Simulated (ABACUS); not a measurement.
Consider a self-consistent single point of AlRu (P1, 2 atoms in the cell; from Materials Project mp-542569, changed as shown).

```
CELL_PARAMETERS angstrom
      3.04126     0.00000     0.00000
      0.00000     3.04126     0.00000
      0.00000     0.00000     3.04126
ATOMIC_POSITIONS crystal
  Al 0.99664 0.01094 0.99968
  Ru 0.50336 0.48906 0.50032
```

Computed with LDA (PW92), numerical atomic orbitals SZP (confined pseudo-atomic orbitals with Gaussian additions; energy shift 0.01 Ry), PseudoDojo 0.4 standard norm-conserving LDA (tails mended) pseudopotentials (ABACUS 3.10.1).

ABACUS settings:

- basis = SZP numerical atomic orbitals, energy shift 0.01 Ry
- KPT = Gamma 14 14 14 0 0 0
- basis_type = lcao
- dft_functional = PWLDA
- ecutwfc = 100 Ry
- smearing_method = fd
- smearing_sigma = 0.00734986 Ry
- potentials = PseudoDojo 0.4 standard norm-conserving LDA (tails mended)
- symmetry = 1
- symmetry_prec = 1e-05
- ks_solver = genelpa
- scf_nmax = 100
- scf_thr = 1.0e-07
- mixing_type = broyden

Q: Estimate, at this level of theory: pressure and largest force (vector length).

A: The run gave:

- Pressure: -10.68 GPa
- Largest force (vector length): 0.434 eV/Å

For comparison: a first run was changed to give this one (atoms moved at random), and from it to this one the free energy goes up by 7.6 meV/atom, the pressure goes from -10.94 to -10.68 GPa and the largest force goes from under 0.1 to 0.43 eV/Å.

The atom-centred basis is finite, which shifts total energies, pressures and forces against plane waves. A single-zeta basis is rough, for pressures and forces above all. The structure comes from a collection of computed structures, made at another level of theory; the collection holds predicted forms beside known ones. Its lattice was then scaled.

Cost on one core: roughly 14 core-seconds.

The atomic orbitals were generated for these runs; they are not ABACUS's published sets and were checked against plane waves on a few crystals only.

“Tails mended”: in these copies of the files the far tail of each local potential was reset to the Coulomb form.
